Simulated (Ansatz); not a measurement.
Y (hcp, Mg type)

```xyz
2
Lattice="3.6556 0.0000 0.0000 -1.8278 3.1659 0.0000 0.0000 0.0000 5.6787" Properties=species:S:1:pos:R:3 pbc="T T T"
Y      0.0000     2.1106     4.2590
Y      1.8278     1.0553     1.4197
```

The atoms are displaced by Q × the pattern below (from a DFPT mode at Γ, largest move 1; Q in Å), at fixed cell. It is one choice among 2 degenerate patterns.

```
atom      x       y      z
----  -----  ------  -----
Y1    0.000   1.000  0.000
Y2    0.000  -1.000  0.000
```

All values below come from PBE (plane waves to 420 eV, PAW, scalar-relativistic; Ansatz, a quantum-chemistry and plane-wave program). k mesh 15×15×8 (Γ-centred), Fermi-Dirac smearing 0.05 eV. Energies are smeared free energies. With partly filled bands, energies and forces of such displacements shift with the k mesh and the smearing. Y is run without spin polarisation. Y was relaxed with its symmetry unable to fall. The zero of ΔE is the undisplaced structure. The last digit holds for this mesh only.

```
Q (Å)   ΔE (meV/cell)
------  -------------
-0.180           71.4
-0.150           51.1
-0.120           33.6
-0.090           19.5
-0.060            8.9
-0.030            2.3
0.000             0.0
0.030             2.4
0.060             9.7
0.090            21.8
0.120        withheld
0.150            59.9
0.180            85.9
```

**Question.** Fit a polynomial form (powers 2, 3, 4) to the given rows and predict ΔE at Q = 0.120.

**Answer.** Least squares on the 12 given rows: ΔE = (2565)·Q² + (1268)·Q³ + (-4284)·Q⁴, in meV/cell with Q in Å; root-mean-square residual 0.17 meV/cell. At 0.120 the fit gives 38.2 meV/cell; the calculation gives 38.5 meV/cell, so the interpolation is off by -0.3 (-0.8 %). The quadratic term alone would give 36.9 meV/cell.

(For displaced atoms, the force is minus the slope of the energy, and its curvature is a force constant, which sets phonon frequencies.)
